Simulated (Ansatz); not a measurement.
Input:

Relaxed Al (fcc, Cu type):

```yaml
crystal:
  lattice:
    - [0.00000, 3.99072, 3.99072]
    - [1.99536, 0.00000, 1.99536]
    - [1.99536, 1.99536, 0.00000]
  atoms:
    - { symbol: Al, position: [0.00000, 0.00000, 0.00000] }
    - { symbol: Al, position: [0.50000, 0.00000, 0.00000] }
```

A phonon eigenvector at L = (0.5, 0.0, 0.0) is frozen into this cell: atom i moves by Q times the vector below, so Q is the largest atomic displacement, in Å. The cell is held. It is one choice among 2 degenerate patterns. (q is in reciprocal vectors of the primitive cell; the cell shown is doubled to hold the pattern.)

```csv
atom,x,y,z
Al1,-0.285,0.520,-0.805
Al2,0.285,-0.520,0.805
```

These are r2SCAN (plane waves to 500 eV, PAW, scalar-relativistic; Ansatz, a first-principles code) values and carry that method's errors. k mesh 10×20×20 (Γ-centred), Fermi-Dirac smearing 0.05 eV. E stands for the smeared free energy. With partly filled bands, energies and forces of such displacements shift with the k mesh and the smearing. Al was relaxed with its symmetry unable to fall. The PAW data are Ansatz's earlier set. The zero of ΔE is the undisplaced structure.

The scan covers Q from -0.180 to 0.180 Å in 13 points.

Q: Which space group does the distorted structure have?

A: P-1 (No. 2), lowered from Fm-3m.

Q: Is this a single well or a double well?

A: A single well with its minimum at or next to zero displacement.

Q: What is the energy change at Q = 0.180 Å?

A: 80 meV/cell.

Q: What harmonic wavenumber does the curvature at Q = 0 give?

A: 161 cm⁻¹.

(For displaced atoms, the force is minus the slope of the energy, and its curvature is a force constant, which sets phonon frequencies.)
